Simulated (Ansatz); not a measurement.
W (bcc, W type)

```xyz
2
Lattice="-3.1693 3.1693 3.1693 0.0000 0.0000 3.1693 0.0000 3.1693 0.0000" Properties=species:S:1:pos:R:3 pbc="T T T"
W      0.0000     0.0000     0.0000
W     -1.5846     1.5846     1.5846
```

A phonon eigenvector at H = (0.5, 0.5, 0.5) is frozen into this cell: atom i moves by Q times the vector below, so Q is the largest atomic displacement, in Å. The cell is held. It is one choice among 3 degenerate patterns. (q is in reciprocal vectors of the primitive cell; the cell shown is doubled to hold the pattern.)

```
atom      x      y       z
----  -----  -----  ------
W1    0.000  0.000  -1.000
W2    0.000  0.000   1.000
```

Level of theory: r2SCAN (plane waves to 500 eV, PAW, scalar-relativistic; Ansatz, an electronic-structure program). k mesh 21×21×21 (Γ-centred), Fermi-Dirac smearing 0.05 eV. The energy includes the smearing's −TS. Stress and pressure are positive under compression. With partly filled bands, energies and forces of such displacements shift with the k mesh and the smearing. On this mesh the relaxed cell isn't quite at rest: it carries a pressure of -0.1 GPa (compression positive) at the zero of the scan. Spin-orbit coupling is left out, though W is heavy. W is run without spin polarisation. W was relaxed with its symmetry unable to fall. The zero of ΔE is the undisplaced structure.

### Question
What ΔE (meV/cell) and P (GPa) does the calculation give at Q (Å) = -0.100, -0.083, -0.067, -0.050, -0.033, -0.017, 0.017, 0.100?

### Answer
```json
[
 {"Q (Å)": "-0.100", "ΔE (meV/cell)": "220", "P (GPa)": "3.8"},
 {"Q (Å)": "-0.083", "ΔE (meV/cell)": "153", "P (GPa)": "2.6"},
 {"Q (Å)": "-0.067", "ΔE (meV/cell)": "98", "P (GPa)": "1.6"},
 {"Q (Å)": "-0.050", "ΔE (meV/cell)": "55", "P (GPa)": "0.8"},
 {"Q (Å)": "-0.033", "ΔE (meV/cell)": "25", "P (GPa)": "0.3"},
 {"Q (Å)": "-0.017", "ΔE (meV/cell)": "6", "P (GPa)": "0.0"},
 {"Q (Å)": "0.017", "ΔE (meV/cell)": "6", "P (GPa)": "0.0"},
 {"Q (Å)": "0.100", "ΔE (meV/cell)": "220", "P (GPa)": "3.8"}
]
```

(For displaced atoms, the force is minus the slope of the energy, and its curvature is a force constant, which sets phonon frequencies.)
